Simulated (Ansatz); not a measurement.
Ansatz input file:

```yaml
crystal:
  lattice:
    - [4.047970352, 0.0, 0.0]
    - [0.0, 4.047970352, 0.0]
    - [0.0, 0.0, 4.047970352]
  atoms:
    - { symbol: Hf, position: [0.5, 0.5, 0.5] }
    - { symbol: Pb, position: [0.0, 0.0, 0.0] }
    - { symbol: O, position: [0.0, 0.5, 0.5] }
    - { symbol: O, position: [0.5, 0.0, 0.5] }
    - { symbol: O, position: [0.5, 0.5, 0.0] }
basis:
  ecutwfc: 500
kpoints:
  mp_grid: { grid: [6, 6, 6] }
hamiltonian:
  xc: r2scan
scf:
  occupations: { method: gaussian, width: 0.02 }
output:
  forces: true
  stress: true
  eigenvalues: true
```

Command:
```bash
ansatz run input.yaml --threads 2 --pin off --max-ram 5120MiB --backend cpu --events-out ev --progress --plain --runs-dir out
```

Theory: DFT r2SCAN, scalar-relativistic, plane waves, PAW (Ansatz).

From the run's log, abridged (iterations and final results):

```
SCF iter   1: F=—  HF=-29365.245021 eV  |F-HF|=—  |Δ(HF+E_count)|=         —  Δρ=9.51e-3  dr2=5.65e-2  dr2_τ=2.51e-1  ethr=1.77e-3  ⟨swp⟩=6.5  Hψ=2790  notcnv=0
SCF iter   2: F=—  HF=-29365.308416 eV  |F-HF|=—  |Δ(HF+E_count)|=   6.34e-2  Δρ=4.84e-3  dr2=1.36e-2  dr2_τ=1.44e-3  ethr=9.74e-5  ⟨swp⟩=2.1  Hψ=1532  notcnv=0  defer=30
SCF iter   3: F=—  HF=-29365.306064 eV  |F-HF|=—  |Δ(HF+E_count)|=   2.35e-3  Δρ=3.06e-3  dr2=3.83e-3  dr2_τ=4.45e-4  ethr=2.34e-5  ⟨swp⟩=2.0  Hψ=1100  notcnv=0  defer=10
automatic band count: iteration 3 solves 34 bands in place of 35: the levels show a gap, and the empty bands left out lie too high to hold charge; the band table lists the bands solved (type scf.n_extra_bands for more)
SCF iter   4: F=—  HF=-29365.305554 eV  |F-HF|=—  |Δ(HF+E_count)|=   5.09e-4  Δρ=7.22e-4  dr2=4.30e-4  dr2_τ=5.53e-5  ethr=6.61e-6  ⟨swp⟩=2.2  Hψ=1214  notcnv=0  defer=10
SCF iter   5: F=—  HF=-29365.305528 eV  |F-HF|=—  |Δ(HF+E_count)|=   2.61e-5  Δρ=2.43e-4  dr2=2.67e-5  dr2_τ=3.49e-6  ethr=7.42e-7  ⟨swp⟩=3.0  Hψ=1244  notcnv=0  defer=10
SCF iter   6: F=—  HF=-29365.305525 eV  |F-HF|=—  |Δ(HF+E_count)|=   3.45e-6  Δρ=5.34e-5  dr2=1.71e-6  dr2_τ=1.82e-7  ethr=4.60e-8  ⟨swp⟩=2.0  Hψ=1093  notcnv=0  defer=10
SCF iter   7: F=—  HF=-29365.305525 eV  |F-HF|=—  |Δ(HF+E_count)|=   3.71e-7  Δρ=2.35e-5  dr2=3.41e-7  dr2_τ=3.21e-8  ethr=2.95e-9  ⟨swp⟩=2.0  Hψ=1175  notcnv=0  defer=10
SCF iter   8: F=-29365.305525 eV  HF=-29365.305525 eV  |F-HF|=8.88e-9  |Δ(HF+E_count)|=   2.53e-8  Δρ=3.00e-6  dr2=4.91e-9  dr2_τ=3.95e-10  ethr=1.72e-10  ⟨swp⟩=7.8  Hψ=2965  notcnv=0
SCF 1 converged in 8 iterations: F = -29365.305525 eV  dr2 = 4.91e-9
SCF converged after 8 iterations
Free energy (F): -29365.305525 eV
Harris-Foulkes:  -29365.305525 eV  (|F-HF|=8.88e-9)
Internal energy: -29365.305525 eV  (E = F + TS)
E sigma→0 (E₀):  -29365.305525 eV
Fermi energy:    13.823540 eV
--- Per-component energies (eV) ---
  E_band       = -35.824771
  E_kinetic    = 1244.181191
  E_local      = -7994.459046  (includes V_loc(G=0)·N_el)
  E_nonlocal   = -751.919752
  E_hartree    = 3605.600138
  E_xc         = -716.602584
  E_vxc        = -760.924264  (∫ρ·V_xc dr)
  E_paw        = -17863.671591  (= ΣΔE_a)
  E_vpaw       = 971.039470  (= ΣTr[D̂ρ^β])
  E_aug_tail   = 0.003088  (compensation charges beyond the density's cutoff)
  E_vtau       = 45.053531  (kinetic-family band-sum trace: ∫τ·v_τ [+ j·A + Jᵃ·Aᵃ] dr)
  E_ewald      = -6889.628171
  E_core_change = 1.191202  (= ΣΔE_core)
  E_smearing   =  0.000000  (= −TS)
--- Forces (eV/Å), atoms counted from 1 ---
  atom   1  Hf     0.00000000     0.00000000     0.00000000
  atom   2  Pb     0.00000000     0.00000000     0.00000000
  atom   3  O      0.00000000     0.00000000     0.00000000
  atom   4  O      0.00000000     0.00000000     0.00000000
  atom   5  O      0.00000000     0.00000000     0.00000000
--- Stress (GPa, compression-positive) ---
       12.592215       0.000000       0.000000
        0.000000      12.592215       0.000000
        0.000000       0.000000      12.592215
  P = ⅓ Tr σ = 12.5922 GPa (125.922 kbar)
--- Band table (eV; the first three rows and the last of 20) ---
  k-point 0: bands = ["-48.7770", "-17.0088", "-17.0088", "-17.0088", "-6.1922", "-5.4210", "-5.4210", "-3.9107", "-3.9107", "-3.9107", "-3.8317", "-3.8317", "2.8937", "2.8937", "2.8937", "2.9628", "2.9628", "2.9628", "2.9801", "6.2275", "9.3082", "9.3082", "9.3082", "11.0471", "11.0471", "11.0471", "11.8636", "11.8636", "11.8636", "17.1548", "17.1548", "17.1548", "19.7918", "19.7918"]
  k-point 1: bands = ["-48.7768", "-17.0676", "-17.0072", "-17.0072", "-6.0616", "-5.3909", "-5.2555", "-3.9178", "-3.9178", "-3.9101", "-3.8662", "-3.8162", "2.8960", "2.8960", "2.9096", "2.9624", "2.9666", "2.9666", "2.9801", "5.8906", "9.3515", "9.3515", "9.5102", "10.8562", "10.8562", "10.9863", "11.2355", "11.8063", "11.8063", "17.1670", "17.6978", "17.6978", "18.3451", "19.6777"]
  k-point 2: bands = ["-48.7762", "-17.1813", "-17.0041", "-17.0041", "-5.8789", "-5.3264", "-4.8238", "-3.9399", "-3.9318", "-3.9318", "-3.9089", "-3.7696", "2.9001", "2.9001", "2.9534", "2.9617", "2.9750", "2.9750", "2.9800", "5.4035", "8.5174", "9.4103", "9.4103", "10.5177", "10.5177", "10.8697", "11.6496", "11.7840", "11.7840", "16.3512", "17.1917", "18.3228", "18.3228", "19.9648"]
  k-point 19: bands = ["-48.7738", "-17.2202", "-17.2202", "-17.2202", "-4.6800", "-4.6800", "-4.6800", "-3.8751", "-3.8751", "-3.5169", "-3.5169", "-3.5169", "2.9698", "2.9922", "2.9922", "2.9922", "3.0715", "3.0715", "3.0715", "6.5131", "7.2028", "7.2028", "7.2028", "7.5992", "7.9473", "7.9473", "12.0941", "12.0941", "12.0941", "18.9344", "18.9344", "18.9344", "21.4214", "21.4214"]
```

The calculation finished and met its thresholds.

It took 14 s on 2 threads of Intel(R) Xeon(R) Processor @ 2.50GHz (Skylake/Cascade Lake), with other jobs on the host, peak memory 0.52 GiB.

Spin–orbit coupling is left out, which can shift energies with elements as heavy as these.